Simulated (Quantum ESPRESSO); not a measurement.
# Band energies of NH₄Br

```xyz
6
Lattice="4.0001 0.0000 0.0000 0.0000 4.0001 0.0000 0.0000 0.0000 4.0001" Properties=species:S:1:pos:R:3 pbc="T T T"
H      0.5969     0.5969     3.4032
H      0.5969     3.4032     0.5969
H      3.4032     3.4032     3.4032
H      3.4032     0.5969     0.5969
N      0.0000     0.0000     0.0000
Br     2.0000     2.0000     2.0000
```

LDA (pw.x of Quantum ESPRESSO, ONCV potentials, no spin-orbit coupling); path ΓXMΓRX,MR; energies in eV from the valence-band maximum.

```csv
k (1/Å),point,band 4,band 5,band 6,band 7,band 8,band 9,band 10,band 11
0.00,Γ,-7.38,-7.38,-0.08,-0.08,-0.08,3.94,6.65,6.65
0.20,,-7.37,-7.37,-0.45,-0.10,-0.10,4.35,6.80,7.02
0.59,,-7.31,-7.31,-1.71,-0.20,-0.20,6.18,7.94,8.23
0.79,X,-7.29,-7.29,-1.92,-0.22,-0.22,6.77,7.99,8.78
0.98,,-7.37,-7.27,-1.80,-0.37,-0.19,6.81,7.50,8.85
1.37,,-7.73,-7.21,-1.19,-0.96,-0.03,5.72,6.44,8.11
1.57,M,-7.80,-7.20,-1.06,-1.06,0.00,5.43,6.33,7.93
1.76,,-7.72,-7.21,-1.13,-1.01,-0.03,5.67,6.44,8.03
2.13,,-7.40,-7.27,-1.17,-0.66,-0.13,5.79,7.45,8.69
2.31,,-7.36,-7.32,-0.82,-0.40,-0.12,5.10,7.28,7.70
2.68,Γ,-7.38,-7.38,-0.08,-0.08,-0.08,3.94,6.65,6.65
3.02,,-7.43,-7.30,-0.64,-0.30,-0.30,5.00,7.38,7.38
3.36,,-7.53,-7.40,-0.93,-0.79,-0.79,6.63,7.88,8.14
3.70,,-7.60,-7.60,-1.28,-1.28,-1.13,6.78,7.72,7.72
4.04,R,-7.62,-7.62,-1.49,-1.49,-1.49,7.63,7.63,7.63
4.20,,-7.62,-7.61,-1.45,-1.44,-1.38,7.31,7.64,7.64
4.52,,-7.53,-7.50,-1.34,-1.06,-0.76,6.47,7.60,7.82
4.84,,-7.37,-7.36,-1.65,-0.51,-0.29,6.95,7.18,8.31
5.15,X,-7.29,-7.29,-1.92,-0.22,-0.22,6.77,7.99,8.78
5.15,M,-7.80,-7.20,-1.06,-1.06,0.00,5.43,6.33,7.93
5.31,,-7.78,-7.24,-1.10,-1.10,-0.18,5.57,6.68,7.88
5.62,,-7.69,-7.48,-1.34,-1.34,-1.06,6.63,7.68,7.68
5.94,R,-7.62,-7.62,-1.49,-1.49,-1.49,7.63,7.63,7.63
```

The LDA gap is indirect, 3.94 eV, from M to Γ; the smallest direct gap is 4.02 eV.

Spin-orbit splittings are left out.

Geometry of the Materials Project entry, not relaxed at this level.
